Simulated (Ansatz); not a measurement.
The start is a generated cell, Ga2O3 placed in the corundum structure type. The cell and all atomic positions are relaxed at zero pressure with PBE (plane waves to 420 eV, PAW, scalar-relativistic; Ansatz, a quantum-chemistry and plane-wave program). The first steps use a coarse 6×6×6 k-mesh.

The start:
```
CELL_PARAMETERS angstrom
      2.42740     1.40146     4.41719
     -2.42740     1.40146     4.41719
      0.00000    -2.80292     4.41719
ATOMIC_POSITIONS crystal
  Ga 0.35216 0.35216 0.35216
  Ga 0.14784 0.14784 0.14784
  Ga 0.64784 0.64784 0.64784
  Ga 0.85216 0.85216 0.85216
  O  0.55610 0.94390 0.25000
  O  0.25000 0.55610 0.94390
  O  0.94390 0.25000 0.55610
  O  0.44390 0.05610 0.75000
  O  0.75000 0.44390 0.05610
  O  0.05610 0.75000 0.44390
```

```yaml
initial_pressure: "+28.6 GPa (positive: the cell is compressed)"
outcome: The space group stays R-3c (No. 167) (the run could not lower it); the end is corundum type, with 10 atoms in the primitive cell
energy_released: 0.090 eV/atom
volume_change: +11.6 %, from 9.02 to 10.06 Å³/atom
Shortest distances (start → end): "The closest pairs of elements (up to four, under 3.6 Å), start → end: Ga–O 1.89 → 1.95 Å; O–O 2.57 → 2.66 Å; Ga–Ga 2.71 → 2.88 Å"
optimiser_moves: 8
```

The end point of the relaxation:

Space group R-3c, hexagonal axes (No. 167); a = 5.058 Å, b = 5.058 Å, c = 13.624 Å, α = 90.00°, β = 90.00°, γ = 120.00°

```
atom  site  symmetry       x       y       z
----  ----  --------  ------  ------  ------
Ga     12c        3.  0.0000  0.0000  0.1442
O      18e        .2  0.3031  0.3031  0.2500
```
(The calculation used a cell of 10 atoms; values per cell refer to that cell.)

Final values are on a 8×8×8 k-mesh of the relaxed cell. No spin polarisation in the result.

The run could not lose the symmetry of its start.
